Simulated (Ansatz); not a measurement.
Given:

Relaxed AlN (zinc blende):

```
AlN
1.0
    0.00000     2.18491     2.18491
    2.18491     0.00000     2.18491
    2.18491     2.18491     0.00000
N Al
1 1
Direct
  0.75000   0.75000   0.75000
  0.00000   0.00000   0.00000
```

Two-dimensional scan of atom 2 (Al, nearest neighbour N at 1.892 Å; its periodic images, 3.1 Å or more away, move with it): u runs along (1.000, 0.000, 0.000), v along (0.000, 1.000, 0.000) (Cartesian). Cell and other atoms are fixed.

The numbers are results of r2SCAN (plane waves to 500 eV, PAW, scalar-relativistic; Ansatz, an electronic-structure program), not measurements. k mesh 10×10×10 (Γ-centred), Fermi-Dirac smearing 0.05 eV. E stands for the smeared free energy. AlN was relaxed with its symmetry unable to fall. The zero of ΔE is the undisplaced structure. Axes are in Å.

The scan covers u from -0.280 to 0.280 Å in 5 points and v from -0.280 to 0.280 Å in 5 points.

Is the undisplaced position a minimum, a maximum or a saddle of this map?

A minimum.

What are the two principal curvatures of the energy at the centre?

14.9 eV/Å², isotropic.

(A displaced cell: forces are minus the slopes of the energy, force constants its curvatures, and phonons follow from these.)
